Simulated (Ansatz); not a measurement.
# Ti4GaSi2As3: rattling a relaxed structure

The structure comes from a generated guess, relaxed at this level; another structure or a mixture of phases may lie lower.

The calculation used DFT PBE, scalar-relativistic, plane waves, PAW (Ansatz 0.2.0). Settings: cutoff 420 eV, Γ-centred mesh 10×10×4 on the computed 10-atom cell, Gaussian smearing of 0.10 eV; no spin polarisation.

The cell below (10 atoms, space group P-4m2 (No. 115)) is relaxed within its symmetry.

```xyz
10
Lattice="3.5650 0.0000 0.0000 0.0000 3.5650 0.0000 0.0000 0.0000 13.4510" Properties=species:S:1:pos:R:3 pbc="T T T"
Ti    0.0000    1.7825   11.3770
Ti    1.7825    0.0000    4.7406
Ti    1.7825    0.0000    2.0740
Ti    0.0000    1.7825    8.7104
Ga    1.7825    1.7825    0.0000
Si    1.7825    0.0000   10.0977
Si    0.0000    1.7825    3.3533
As    0.0000    0.0000    6.7255
As    0.0000    0.0000    0.0000
As    1.7825    1.7825    6.7255
```

For the test it was strained at random (σ = 1.5 % a component), the atoms were moved at random (σ = 0.05 Å), and all was relaxed again on a coarse 6×6×2 mesh (in the run’s order of axes) with 0.20 eV smearing, with no symmetry imposed.

The cell is a metal run without spin, though a test with spin on the coarse mesh kept 1.0 μB a cell, so a magnetic state probably lies lower.

Task: Does it come back?

Result: It doesn't return. The energy falls by 29 meV/atom on that mesh, the volume changes by 2.0 %, and the end has space group C2 (No. 5) at a loose tolerance. Relaxed again on a 10×10×4 mesh with 0.10 eV smearing, the new structure lies 29 meV/atom below the first (mesh in the axes of the run's cell; the cell below is made exact in the group named). Space group C2 (No. 5), monoclinic, a = 5.134 Å, b = 5.126 Å, c = 13.301 Å, β = 95.3°. Around Ti on its first site lie 2 Si at 2.57 Å, 2 As at 2.73–2.76 Å, 2 Ga at 2.74–2.75 Å, 1 Ti at 2.75 Å and 2 Si at 3.15–3.16 Å; Ga has 4 As at 2.56–2.57 Å and 4 Ti at 2.74–2.75 Å; around Si lie 4 Ti at 2.57–2.61 Å and 4 Ti at 3.15–3.25 Å; As on its first site has 4 As at 2.54–2.58 Å and 4 Ti at 2.66–2.73 Å; 3 more sites not described.

```
CELL_PARAMETERS angstrom
2.56720 -2.56318 0.00000
2.56720 2.56318 0.00000
-1.22883 0.00000 13.24424
ATOMIC_POSITIONS crystal
Ti 0.02292 0.39332 0.34451
Ti 0.38529 0.02038 0.84969
Ti 0.60668 0.97708 0.65549
Ti 0.97962 0.61471 0.15031
Ga 0.56166 0.43834 0.50000
Si 0.50133 0.99871 0.25207
Si 0.00129 0.49867 0.74793
As 0.93528 0.06472 0.00000
As 0.06225 0.93775 0.50000
As 0.43903 0.56097 0.00000
```
